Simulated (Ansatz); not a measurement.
Simulated powder pattern, Cu Kα, λ = 1.54184 Å (kinematic, ideal powder, no thermal factors, no anomalous dispersion; the 30 strongest lines at most, above 1 %, up to 2θ = 90°):

```csv
2θ (°),I/Imax (%)
27.67,4.8
32.06,100
45.97,71
54.50,2.0
57.14,24
67.04,11
76.26,31
85.12,23
```

The pattern belongs to a structure relaxed with LDA (plane waves, PAW; program Ansatz).

The compound is AgBr.

Task: Give the crystal system and the lattice parameters.

Result: cubic, Fm-3m; a = 5.584 Å.

The cell was relaxed with LDA under the symmetry of its start; phonons on a q-mesh show no instability. The run is not spin-polarised.

Potentials: the later of the program's two PAW sets.
